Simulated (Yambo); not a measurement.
```
CELL_PARAMETERS angstrom
      3.97972     0.00000     0.00000
      0.00000     3.97972     0.00000
      0.00000     0.00000     8.59086
ATOMIC_POSITIONS crystal
  H  0.50000 0.50000 0.00000
  H  0.00000 0.00000 0.00000
  Ca 0.00000 0.50000 0.13827
  Ca 0.50000 0.00000 0.86173
  I  0.00000 0.50000 0.67974
  I  0.50000 0.00000 0.32026
```

Response from Yambo on PBEsol (pw.x of Quantum ESPRESSO, ONCV potentials, with spin-orbit coupling) bands: 4×4×2 mesh, 214 bands, 3 Ry local-field block, 0.2 eV broadening.

Question: Give the static electronic dielectric constant without and with local fields along each axis.

Answer: 
```
field along  ε(0), independent particles  ε(0), RPA with local fields  refractive index √ε
-----------  ---------------------------  ---------------------------  -------------------
x                                   5.59                         4.87                 2.21
z                                   5.33                         4.49                 2.12
```
Electronic (clamped-ion) response only. PBEsol gaps are usually too small, which raises these values. Convergence of the RPA response with its 4×4×2 mesh was not tested. x, y and z are Cartesian axes of the cell as given.

Geometry relaxed with PBE+D3(BJ).
